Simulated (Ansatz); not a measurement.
A relaxation computed with Ansatz, from input to last step.

```yaml
crystal:
  lattice:
    - [3.7953863038, 0.0, 0.0]
    - [0.0, 3.7953863038, 0.0]
    - [0.0, 0.0, 4.2447616041]
  atoms:
    - { symbol: Ba, position: [0.0, 0.0, 0.0] }
    - { symbol: Fe, position: [0.5, 0.5, 0.5], spin: 3.13 }
    - { symbol: O, position: [0.5, 0.0, 0.5], spin: 0.19 }
    - { symbol: O, position: [0.0, 0.5, 0.5], spin: 0.19 }
    - { symbol: F, position: [0.5, 0.5, 0.0] }
basis:
  ecutwfc: 420
kpoints:
  mp_grid: { grid: [10, 10, 8] }
hamiltonian:
  xc: pbesol
scf:
  occupations: { method: gaussian, width: 0.1 }
output:
  forces: true
  stress: true
  eigenvalues: true
  populations: true
magnetization:
  spin_polarized: true
relax:
  adjacent_minimum: "off"
  f_tol: 0.01
  max_steps: 30
  cell: { stress_tol: 0.1, fix: [volume] }
```

```bash
ansatz run input.yaml --threads 2 --pin off --max-ram 5120MiB --backend cpu --events-out ev --progress --plain --runs-dir out
```

Theory: DFT PBEsol, scalar-relativistic, plane waves, PAW in Ansatz 0.2.0.

The volume is held at 0.97 times that of the relaxed cell.

Of 4 frames 3 are shown, positions in Å and forces in eV/Å; the SCF threshold varies from step to step. Steps run on the plane waves of an earlier cell, with a Pulay correction in the pressure. The basis is chosen afresh for the last frame, the zero of the energies, and at times for earlier ones too; energy and pressure step there, also at an unchanged geometry.

```xyz
5
Lattice="3.7954 0.0000 0.0000 0.0000 3.7954 0.0000 0.0000 0.0000 4.2448" Properties=species:S:1:pos:R:3:forces:R:3 pbc="T T T" step=1 free_energy_over_end_meV_per_atom=0.05 pressure_GPa=4.00
Ba    0.0000    0.0000    0.0000    0.0000    0.0000    0.0000
Fe    1.8977    1.8977    2.1224    0.0000    0.0000    0.0000
O     1.8977    0.0000    2.1224    0.0000    0.0000    0.0000
O     0.0000    1.8977    2.1224    0.0000    0.0000    0.0000
F     1.8977    1.8977    0.0000    0.0000    0.0000    0.0000
5
Lattice="3.7970 0.0000 0.0000 0.0000 3.7970 0.0000 0.0000 0.0000 4.2412" Properties=species:S:1:pos:R:3:forces:R:3 pbc="T T T" step=2 free_energy_over_end_meV_per_atom=0.02 pressure_GPa=3.98
Ba    0.0000    0.0000    0.0000    0.0000    0.0000    0.0000
Fe    1.8985    1.8985    2.1206    0.0000    0.0000    0.0000
O     1.8985    0.0000    2.1206    0.0000    0.0000    0.0000
O     0.0000    1.8985    2.1206    0.0000    0.0000    0.0000
F     1.8985    1.8985    0.0000    0.0000    0.0000    0.0000
5
Lattice="3.7999 0.0000 0.0000 0.0000 3.7999 0.0000 0.0000 0.0000 4.2347" Properties=species:S:1:pos:R:3:forces:R:3 pbc="T T T" step=4 free_energy_over_end_meV_per_atom=0.00 pressure_GPa=3.95
Ba    0.0000    0.0000    0.0000    0.0000    0.0000    0.0000
Fe    1.8999    1.8999    2.1174    0.0000    0.0000    0.0000
O     1.8999    0.0000    2.1174    0.0000    0.0000    0.0000
O     0.0000    1.8999    2.1174    0.0000    0.0000    0.0000
F     1.8999    1.8999    0.0000    0.0000    0.0000    0.0000
```

Time: 70 s on 2 threads of Arm Neoverse V2 (shared host), peak memory 0.59 GiB.

Spin-orbit coupling is left out, which matters for the bands of heavy elements. The cell holds one magnetic atom, so it can only be ferromagnetic; an antiferromagnetic order may lie lower.